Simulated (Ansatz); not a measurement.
## One run on GdRh (Pm-3m): spiral at q = 0

Method: DFT, LDA, all-electron LAPW, scalar-relativistic (Ansatz).

Command: `ansatz run input.yaml --threads 2 --pin off --max-ram 5120MiB --backend cpu --events-out ev --progress --plain --runs-dir out`

```yaml
crystal:
  lattice:
    - [3.435, 0.0, 0.0]
    - [0.0, 3.435, 0.0]
    - [0.0, 0.0, 3.435]
  atoms:
    - { symbol: Gd, position: [0.0, 0.0, 0.0], spin: 6.9, spin_axis: [1.0, 0.0, 0.0] }
    - { symbol: Rh, position: [0.5, 0.5, 0.5] }
magnetization:
  noncollinear: true
  spin_spiral: { q: [0.0, 0.0, 0.0] }
kpoints:
  mp_grid: { grid: [8, 8, 8] }
scf:
  occupations: { method: fermi_dirac, width: 0.03 }
hamiltonian:
  xc: lda
  pseudopotentials: { kind: all_electron, lapw: { basis_error: 0.0005 } }
output:
  eigenvalues: false
```

Output:

```
settings of this run that can trade accuracy for cost: output.eigenvalues: false. Do not mix this run's numbers with those of runs without the same settings; the input reference describes each key
LAPW: plane waves up to 8.116 Å⁻¹, error target 5.0e-4 eV per atom; small_component_spin mean_spin; Rh in spheres of 1.451 Å, 27 of its electrons in bands, Dirac shells []; Gd in spheres of 1.524 Å, 34 of its electrons in bands, Dirac shells [] (how accurate: hamiltonian.pseudopotentials.lapw.basis_error, Limitations)
Engine: ansatz 0.2.0
Pseudopotentials: kind: all_electron
Pseudopotential: Gd, LAPW, valence charge 34, lapw/all_electron/scalar/gaussian/Gd, Koelling and Harmon's equation, gaussian nucleus
Pseudopotential: Rh, LAPW, valence charge 27, lapw/all_electron/scalar/gaussian/Rh, Koelling and Harmon's equation, gaussian nucleus
Functional definition: SPW92
  exchange = slater_x
  correlation = pw_c
Crystal: 2 atoms, lattice volume = 40.530 Å³
Basis set: ecut = 250.96352072785416 eV, 365 PW (Γ), exchange–correlation at level 2
Bands: 74, of which v1, the nominal top of the filled ones, is band 61 counted from 1 (60 counted from 0)
Symmetry: 48 space group operations
k-points: 35 of 512
Spin spiral: q = (0, 0, 0) of the reciprocal vectors; moments are told in the frame that turns with it, a site's in that at the site
Non-local potential: Gd, projectors of the file, none
Non-local potential: Rh, projectors of the file, none
Initial density: superposition of atomic densities (chi_scale 0.1, normalization cell, long waves kept (reshape's long-wave potential 0.00 eV rms))
Starting moments: Σ|m| = 6.9 μB on 1 of 2 sites
Initial wavefunctions: plane waves of lowest kinetic energy (no species holds an atomic orbital)
Functional: x = slater, c = lda
iter 1 solved again at ethr=9.97e-4 eV; its pass at ethr=1.00e-1 eV (dr2=6.08e-1 eV) is discarded
SCF iter   1: F=—  HF=-436553.225078 eV  |F-HF|=—  |Δ(HF+E_count)|=         —  Δρ=3.24e-2  dr2=6.09e-1  dr2_m=8.71e-4  ethr=9.97e-4  |M|=6.85e0 ∫|m|=6.94e0 μB  β_m=0.30  ⟨swp⟩=2.1  Hψ=15929  notcnv=0
preconditioner: auto → Kerker (q_TF=auto, 2.921 Å⁻¹)  [metal: Δε(μ)=0.031 eV  Ē_g=8.576 eV  σ=0.030 eV  W_gap=0.25  n_scr=18 (ndim 8)  ℏωp=29.2 eV  f_vac=0.000  D(μ)=2.03/eV (n_scr^D=18)]
spin=Noncollinear: Kerker preconditioning applied to the charge; magnetization (m_x, m_y, m_z) channels mix plain (no charge-response kernel on spin).
[...]
SCF iter  18: F=-436552.720062 eV  HF=-436552.720062 eV  |F-HF|=1.75e-9  |Δ(HF+E_count)|=   2.16e-8  Δρ=1.44e-6  dr2=6.05e-10  dr2_m=1.93e-10  ethr=2.18e-10  |M|=6.96e0 ∫|m|=7.17e0 μB  ⟨swp⟩=2.0  Hψ=7931  notcnv=0
SCF 1 converged in 18 iterations: F = -436552.720062 eV  dr2 = 6.05e-10
WARN: this state was not checked for a lower one beside it: the run's test of it (scf.lower_state_search) could not run behind this SCF: none is made under non-collinear spin (noncollinear)
SCF converged after 18 iterations
Magnetization: |M| = 6.9606 μB,  M = (+6.9606, +0.0000, +0.0000) μB
Absolute magnetization: 7.1656 μB (∫|m|)
  site 0: m = (+6.9815, +0.0000, +0.0000) μB, |m| = 6.9815 μB  (R = 1.52 Å)
  site 1: m = (-0.0938, -0.0000, +0.0000) μB, |m| = 0.0938 μB  (R = 1.45 Å)
Free energy (F): -436552.720062 eV
Harris-Foulkes:  -436552.720062 eV  (|F-HF|=1.75e-9)
Internal energy: -436552.711495 eV  (E = F + TS)
E sigma→0 (E₀):  -436552.715779 eV
Entropy (-TS):   -0.008567 eV (-4.284 meV/atom)
Fermi energy:    19.573985 eV
--- Per-component energies (eV) ---
  E_band       = -5464.924176
  E_kinetic    = 468515.030048
  E_xc         = -10254.098496
  E_electrostatic = -894813.643047  (all electrons and nuclei)
  E_smearing   = -0.008567  (= −TS)
  E_closure    = 0.000000  (closes the sum)
  E_atoms      = -436528.195608  (free atoms, spherical and without spin; not in F)
  Σ components = -436552.720062   (vs F -436552.720062, Δ=0.00e0)
  Basis errors (estimates in eV, not in F): energy 1.3e-4 per atom: plane waves 1.1e-4 (5.5e-5 summed), levels above the bands 6.8e-34, relativity 6.5e-9, radial functions 2.4e-5, core shells 4.9e-7; eigenvalues (radial functions only) 6.3e-7; not estimated: angular momenta, meshes, grids; target (lapw.basis_error) 5.0e-4; muffin-tin radii Rh 1.451 Å, Gd 1.524 Å
settings of this run that can trade accuracy for cost: output.eigenvalues: false. Do not mix this run's numbers with those of runs without the same settings; the input reference describes each key
```

Site moments (μB): Gd1 6.98, Rh2 -0.09. Cell moment 6.96 μB in the turning frame.

Without U a semilocal functional puts the f levels too near the Fermi level, which can change moments and the order of magnetic states; site and cell moments are spin moments. Spin–orbit coupling is left out although heavy atoms are present. In at least one run the program's final test of stability wasn't made or came to no verdict. With open f shells a run can end in a state that isn't the lowest. None of this fixes the real material's magnetic order: only patterns that fit the cell were computed, without spin fluctuations and on one mesh and smearing, with a functional that can overstate moments.

It took 66 s on 2 threads of Intel(R) Xeon(R) 6975P-C (Granite Rapids), with other jobs on the host, peak memory 0.86 GiB.
